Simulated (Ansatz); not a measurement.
C, first-principles data

C:
```cif
data_C8
_chemical_formula_sum 'C8'
_space_group_name_H-M_alt 'P 1'
_space_group_IT_number 1
_cell_length_a 3.89078
_cell_length_b 3.89078
_cell_length_c 3.89078
_cell_angle_alpha 109.562
_cell_angle_beta 109.562
_cell_angle_gamma 109.562
loop_
_space_group_symop_operation_xyz
  'x, y, z'
loop_
_atom_site_label
_atom_site_type_symbol
_atom_site_fract_x
_atom_site_fract_y
_atom_site_fract_z
_atom_site_occupancy
C1 C 0.99939 0.68981 0.49949 1
C2 C 0.00061 0.31019 0.50051 1
C3 C 0.49949 0.99939 0.68981 1
C4 C 0.50051 0.00061 0.31019 1
C5 C 0.68981 0.49949 0.99939 1
C6 C 0.31019 0.50051 0.00061 1
C7 C 0.69870 0.69870 0.69870 1
C8 C 0.30130 0.30130 0.30130 1
```

Space group R-3 (No. 148); conventional cell a = b = 6.357 Å, c = 3.873 Å, α = β = 90.00°, γ = 120.00°.

Method: plane-wave PAW PBE (Ansatz code). Geometry: relaxed at this level of theory. Other levels are named where they apply.

**Cell and energy**

```yaml
volume_per_atom: 5.65 Å³
density: 3.53 g/cm³
```

**Electronic structure**

```yaml
band_gap: 3.43 eV (indirect)
valence_band_maximum: at T
conduction_band_minimum: at L (3 equivalent valleys)
smallest_direct_gap_on_the_standard_path: 4.71 eV
electron_effective_mass: 0.25, 0.65, 1.4 mₑ (principal values)
```

**Mechanics**

```yaml
Bulk modulus (Birch–Murnaghan fit): 361 GPa
Pressure derivative B′: 4.1
```

The start of the workflow was typed in or built on a structure type; neither database checked (COD, Materials Project) lists it. It is not the phase usual at ambient conditions (space group No. 194, 227). The cell was relaxed with PBE under the symmetry of its start; whether a distortion lowers the energy is not shown. The volume moved by -17 % from the start of the relaxation.

Potentials: the earlier of the program's two PAW sets.
